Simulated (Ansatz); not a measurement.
### Question
Each is relaxed and computed with DFT-LDA in the program Ansatz with PAW potentials. Which is the only one with a gap?
A) GePt, Pnma (Pt on 4c, Ge on 4c)
B) GeP3, R-3m (Ge on 6c, P on 18h)
C) Ge3N4, Fd-3m (Ge on 16c, Ge on 8b, N on 32e)
D) ZrGe2, Cmcm (Zr on 4c, Ge on 4c, Ge on 4c)

### Answer
C, Ge3N4, Fd-3m (Ge on 16c, Ge on 8b, N on 32e). Ge3N4: gap 2.15 eV; ZrGe2: metal; GeP3: metal; GePt: metal. Standing as an ambient phase not checked: ZrGe2, Cmcm (Zr on 4c, Ge on 4c, Ge on 4c); GeP3, R-3m (Ge on 6c, P on 18h). Weakly bound layers, chains or molecules computed without a dispersion correction, so cells and soft constants are ill determined: GeP3, R-3m (Ge on 6c, P on 18h). All cells were relaxed under the symmetry of their starts (and spin orders); stability against distortions was not tested throughout. Rows with no word on spin ran without spin polarisation. Scalar-relativistic: spin–orbit coupling is off unless named, which matters more the heavier the elements.

Potentials: the later of the program's two PAW sets.
